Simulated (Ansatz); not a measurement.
Relaxation of a generated cell, CeO2 placed in the AFLOW prototype AB2_tI6_139_a_e (C11_b, as in Si2Mo); 3 atoms in the cell, which starts as I4/mmm (No. 139), tI6; a = 3.4011 Å, b = 3.4011 Å, c = 8.3245 Å, α = 90.00°, β = 90.00°, γ = 90.00°. All values below come from r2SCAN (plane waves to 500 eV, PAW, scalar-relativistic; Ansatz, a program for electronic structure). Γ-centred k-mesh 10×10×10 on the run's cell (coarser than for final values), Fermi–Dirac smearing 0.05 eV. This is the first round of the run. Spin-polarised start, with parallel moments on Ce.

The optimiser's lines from the output (shortened; P is positive under compression):

```
relax step   1: F+E_penalty+E_count = -7728.38901790 eV  Δ(F+E_penalty+E_count) = +0.000e0 eV  max|allowed force component| = 2.375e0 eV/Å  Δτ_max = 0.0000 Å  P = -29.714 GPa  Ω = 48.148 Å³  (22 SCF iters, dr2 threshold 1.00e-7 eV, accepted)
relax step   2: F+E_penalty+E_count = -7729.58896949 eV  Δ(F+E_penalty+E_count) = -1.200e0 eV  max|allowed force component| = 9.184e-1 eV/Å  Δτ_max = 0.1050 Å  P = -24.120 GPa  Ω = 43.969 Å³  (15 SCF iters, dr2 threshold 3.00e-7 eV, accepted)
relax step   3: F+E_penalty+E_count = -7730.22826620 eV  Δ(F+E_penalty+E_count) = -6.393e-1 eV  max|allowed force component| = 2.838e-1 eV/Å  Δτ_max = 0.0211 Å  P = -11.986 GPa  Ω = 39.091 Å³  (25 SCF iters, dr2 threshold 3.00e-7 eV, accepted)
relax step   4: F+E_penalty+E_count = -7730.47781145 eV  Δ(F+E_penalty+E_count) = -2.495e-1 eV  max|allowed force component| = 3.596e-1 eV/Å  Δτ_max = 0.0508 Å  P = -0.446 GPa  Ω = 35.990 Å³  (16 SCF iters, dr2 threshold 3.00e-7 eV, accepted)
relax step   5: F+E_penalty+E_count = -7730.55520618 eV  Δ(F+E_penalty+E_count) = -7.739e-2 eV  max|allowed force component| = 2.951e-1 eV/Å  Δτ_max = 0.0491 Å  P = +8.335 GPa  Ω = 34.830 Å³  (15 SCF iters, dr2 threshold 3.00e-7 eV, accepted)
relax step   6: F+E_penalty+E_count = -7730.60285236 eV  Δ(F+E_penalty+E_count) = -4.765e-2 eV  max|allowed force component| = 7.692e-3 eV/Å  Δτ_max = 0.0242 Å  P = +0.591 GPa  Ω = 36.353 Å³  (15 SCF iters, dr2 threshold 3.00e-7 eV, accepted)
relax step   7: F+E_penalty+E_count = -7730.60548376 eV  Δ(F+E_penalty+E_count) = -2.631e-3 eV  max|allowed force component| = 6.759e-2 eV/Å  Δτ_max = 0.0065 Å  P = +0.003 GPa  Ω = 36.687 Å³  (11 SCF iters, dr2 threshold 3.00e-7 eV, accepted)
relax step   8: F+E_penalty+E_count = -7730.60568273 eV  Δ(F+E_penalty+E_count) = -1.990e-4 eV  max|allowed force component| = 3.406e-3 eV/Å  Δτ_max = 0.0040 Å  P = +0.058 GPa  Ω = 36.693 Å³  (9 SCF iters, dr2 threshold 2.86e-7 eV, accepted)
relax step   9: F+E_penalty+E_count = -7730.60567903 eV  Δ(F+E_penalty+E_count) = +3.705e-6 eV  max|allowed force component| = 1.459e-4 eV/Å  Δτ_max = 0.0002 Å  P = -0.004 GPa  Ω = 36.705 Å³  (7 SCF iters, dr2 threshold 2.26e-8 eV, accepted)
relax step  10: F+E_penalty+E_count = -7730.59988414 eV  Δ(F+E_penalty+E_count) = +5.795e-3 eV  max|allowed force component| = 3.934e-3 eV/Å  Δτ_max = 0.0000 Å  P = +0.024 GPa  Ω = 36.705 Å³  stress off target by 3.65e-2 GPa  SCF on the basis re-selected at this cell (its energy is not comparable with the rows above)  (12 SCF iters)
relax step  11: F+E_penalty+E_count = -7730.59988036 eV  Δ(F+E_penalty+E_count) = +3.779e-6 eV  max|allowed force component| = 1.863e-4 eV/Å  Δτ_max = 0.0006 Å  P = -0.003 GPa  Ω = 36.721 Å³  (10 SCF iters, dr2 threshold 3.34e-9 eV, accepted)
relax step  12: F+E_penalty+E_count = -7730.59989203 eV  Δ(F+E_penalty+E_count) = -1.168e-5 eV  max|allowed force component| = 1.877e-4 eV/Å  Δτ_max = 0.0000 Å  P = -0.004 GPa  Ω = 36.721 Å³  stress off target by 4.21e-3 GPa  SCF on the basis re-selected at this cell (its energy is not comparable with the rows above)  (7 SCF iters)
```

From the first to the last row the energy changes by -0.74 eV/atom and the volume by -23.7 %. The last row is marked as not comparable with the walk above it, whose basis was carried along; it does compare with step 1, since both stand on a basis selected at the nominal cutoff for their own cell.

Later rounds, restarted from the end of this one on a renewed k-mesh, logged 2 more steps and released under 0.01 eV/atom more. The final structure after all rounds: I4/mmm (No. 139), tI6; a = b = 3.3206 Å, c = 6.6605 Å, α = β = γ = 90.00°. Between re-selections the logged energies stand on a plane-wave basis carried along with the cell. No spin polarisation in the result: the starting moments vanished. The d or f electrons are treated with no Hubbard U. The f-shell occupation is the one the SCF fell into and was not checked against other states.

The run could not lose the symmetry of its start: the end is stationary, and may be a saddle point rather than a minimum.

The relaxed structure here is a generated cell of CeO2: the first start was made by placing the elements on the sites of a structure type, and the end was not matched to a known phase here, so it may be hypothetical. Known forms of CeO2 include space group No. 225.
